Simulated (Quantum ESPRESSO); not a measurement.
## Band energies of CsNO$_{3}$

```xyz
10
Lattice="5.5504 0.0000 0.0000 0.0000 6.1549 0.0000 0.0000 0.0000 5.0793" Properties=species:S:1:pos:R:3 pbc="T T T"
N      0.0000     0.0000     0.0303
N      2.7752     3.0775     5.0491
O      2.7752     4.1699     0.6010
O      2.7752     1.9850     0.6010
O      0.0000     5.0625     4.4784
O      0.0000     1.0924     4.4784
O      2.7752     3.0775     3.7857
O      0.0000     0.0000     1.2937
Cs     2.7752     0.0000     3.0390
Cs     0.0000     3.0775     2.0404
```

norm-conserving PBEsol (Quantum ESPRESSO, 84 Ry, scalar-relativistic); path ΓXSYΓZURTZ,YT,UX,SR; energies in eV from the valence-band maximum.

| k (1/Å) | point | band 28 | band 29 | band 30 | band 31 | band 32 | band 33 | band 34 | band 35 |
|---|---|---|---|---|---|---|---|---|---|
| 0.00 | Γ | -1.71 | -1.69 | -1.33 | -0.19 | -0.19 | 3.30 | 3.69 | 5.24 |
| 0.21 |  | -1.70 | -1.67 | -1.34 | -0.17 | -0.14 | 3.25 | 3.71 | 5.57 |
| 0.62 | X | -1.63 | -1.56 | -1.37 | -0.10 | 0.00 | 3.09 | 3.75 | 6.47 |
| 0.90 |  | -1.70 | -1.64 | -1.40 | -0.08 | -0.01 | 3.16 | 3.66 | 6.59 |
| 1.18 | S | -1.85 | -1.54 | -1.54 | -0.04 | -0.04 | 3.40 | 3.40 | 6.85 |
| 1.39 |  | -1.80 | -1.53 | -1.53 | -0.08 | -0.08 | 3.37 | 3.37 | 6.88 |
| 1.80 | Y | -1.66 | -1.51 | -1.51 | -0.20 | -0.20 | 3.26 | 3.26 | 6.58 |
| 1.99 |  | -1.65 | -1.61 | -1.41 | -0.20 | -0.19 | 3.25 | 3.37 | 6.11 |
| 2.37 | Γ | -1.71 | -1.69 | -1.33 | -0.19 | -0.19 | 3.30 | 3.69 | 5.24 |
| 2.62 |  | -1.81 | -1.75 | -1.47 | -0.26 | -0.25 | 3.35 | 3.62 | 5.66 |
| 2.88 | Z | -1.84 | -1.79 | -1.79 | -0.32 | -0.32 | 3.48 | 3.48 | 6.44 |
| 3.09 |  | -1.82 | -1.75 | -1.75 | -0.26 | -0.26 | 3.48 | 3.48 | 6.64 |
| 3.50 | U | -1.81 | -1.60 | -1.60 | -0.11 | -0.11 | 3.47 | 3.47 | 7.29 |
| 3.69 |  | -1.79 | -1.64 | -1.64 | -0.11 | -0.11 | 3.49 | 3.49 | 7.14 |
| 4.06 | R | -1.84 | -1.70 | -1.70 | -0.10 | -0.10 | 3.53 | 3.53 | 6.85 |
| 4.22 |  | -1.81 | -1.67 | -1.67 | -0.14 | -0.14 | 3.49 | 3.49 | 6.94 |
| 4.53 |  | -1.69 | -1.58 | -1.58 | -0.31 | -0.31 | 3.29 | 3.29 | 7.21 |
| 4.68 | T | -1.66 | -1.57 | -1.57 | -0.34 | -0.34 | 3.25 | 3.25 | 7.29 |
| 4.82 |  | -1.69 | -1.59 | -1.59 | -0.34 | -0.34 | 3.28 | 3.28 | 7.13 |
| 4.97 |  | -1.75 | -1.65 | -1.65 | -0.33 | -0.33 | 3.36 | 3.36 | 6.81 |
| 5.25 | Z | -1.84 | -1.79 | -1.79 | -0.32 | -0.32 | 3.48 | 3.48 | 6.44 |
| 5.25 | Y | -1.66 | -1.51 | -1.51 | -0.20 | -0.20 | 3.26 | 3.26 | 6.58 |
| 5.59 |  | -1.66 | -1.57 | -1.57 | -0.31 | -0.31 | 3.25 | 3.25 | 7.08 |
| 5.76 | T | -1.66 | -1.57 | -1.57 | -0.34 | -0.34 | 3.25 | 3.25 | 7.29 |
| 5.76 | U | -1.81 | -1.60 | -1.60 | -0.11 | -0.11 | 3.47 | 3.47 | 7.29 |
| 5.89 |  | -1.64 | -1.61 | -1.58 | -0.12 | -0.08 | 3.34 | 3.59 | 7.22 |
| 6.14 |  | -1.63 | -1.56 | -1.40 | -0.10 | -0.01 | 3.12 | 3.73 | 6.56 |
| 6.27 | X | -1.63 | -1.56 | -1.37 | -0.10 | 0.00 | 3.09 | 3.75 | 6.47 |
| 6.27 | S | -1.85 | -1.54 | -1.54 | -0.04 | -0.04 | 3.40 | 3.40 | 6.85 |
| 6.44 |  | -1.85 | -1.57 | -1.57 | -0.06 | -0.06 | 3.43 | 3.43 | 6.74 |
| 6.78 | R | -1.84 | -1.70 | -1.70 | -0.10 | -0.10 | 3.53 | 3.53 | 6.85 |

The PBEsol gap is direct, 3.09 eV at X.

Geometry of the Materials Project entry, not relaxed at this level.

The structure is a Materials Project entry; no match was found in the copy of COD used, and its stability was not checked.

Letters of k points follow the standard setting of the lattice, whose axes may be ordered differently from the printed cell.
